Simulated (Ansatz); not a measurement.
**Structure optimisation: molybdenum, dhcp**

These are results of DFT, r2SCAN, plane waves (500 eV) with PAW, scalar-relativistic in Ansatz, not measurements. The PAW files were generated under PBE, with cores re-solved for the functional.

k-point mesh 13×13×4, Fermi-Dirac smearing 0.1 eV, no spin polarisation. Cell and atoms relax.

Starting structure:

```yaml
crystal:
  lattice:
    - [2.8039216218, 0.0, 0.0]
    - [-1.4019608109, 2.4282673547, 0.0]
    - [0.0, 0.0, 9.1576080168]
  atoms:
    - { symbol: Mo, position: [0.0, 0.0, 0.0] }
    - { symbol: Mo, position: [0.0, 0.0, 0.5] }
    - { symbol: Mo, position: [0.3333333333, 0.6666666667, 0.25] }
    - { symbol: Mo, position: [0.6666666667, 0.3333333333, 0.75] }
hamiltonian:
  xc: r2scan
  pseudopotentials:
    kind: paw
    azcp:
      Mo: "pseudopotentials/Mo.paw.azcp"
basis:
  ecutwfc: 500
  fft_grid_basis: typed
kpoints:
  mp_grid: { grid: [13, 13, 4], shift: [0, 0, 0] }
magnetization:
  spin_polarized: false
scf:
  occupations: { method: fermi_dirac, width: 0.1 }
relax:
  max_steps: 60
  f_tol: 0.01
  cell: {}
```

Problem. What cell does the relaxation end in?

Solution. P6_3/mmc with a = 2.752 Å, c = 9.722 Å (c/a = 3.533); 15.94 Å³ per atom against 15.59 at the start (2.2 %).

Problem. How much energy does the relaxation gain?

Solution. 27.3 meV per atom.
